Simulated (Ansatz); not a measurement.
LaIn:
```
CELL_PARAMETERS angstrom
      3.95846     0.00000     0.00000
      0.00000     3.95846     0.00000
      0.00000     0.00000     3.95846
ATOMIC_POSITIONS crystal
  La 0.50000 0.50000 0.50000
  In 0.00000 0.00000 0.00000
```

Relaxed with r²SCAN. Special points in fractions of this cell's reciprocal vectors: Γ (0.000, 0.000, 0.000); X (0.000, 0.500, 0.000); M (0.500, 0.500, 0.000); R (0.500, 0.500, 0.500).

Task: List the band energies nearest the Fermi level at these points for the program Ansatz at the r²SCAN level (PAW).

Result: In eV from the Fermi level; about four levels below and three above (degenerate sets whole), none deeper than 8.9 eV; points with the same levels are listed once.

```json
[
 {"k": "Γ", "below": "-7.33 -0.41 -0.41", "above": "1.59 1.59 1.59"},
 {"k": "X", "below": "-5.11 -3.24", "above": "0.15 0.60 0.60"},
 {"k": "M", "below": "-5.42 -0.65 -0.65", "above": "0.16 1.69 1.93 1.93"},
 {"k": "R", "below": "-3.17 -2.61 -2.61 -2.61", "above": "1.99 1.99 1.99"}
]
```

Space group Pm-3m (CsCl type). The workflow started from a Materials Project entry (that database holds measured and hypothetical structures alike); the Crystallography Open Database copy checked does not list it. With La and In taken as one species the cell has the higher symmetry Im-3m, so it may be an ordered model of a mixed-site phase. Its standing as an ambient phase is unchecked. The r²SCAN relaxation kept the symmetry of its start; its stability against distortions is not shown here. Scalar-relativistic: spin–orbit coupling is off unless named, which matters more the heavier the elements.

Potentials: the later of the program's two PAW sets.
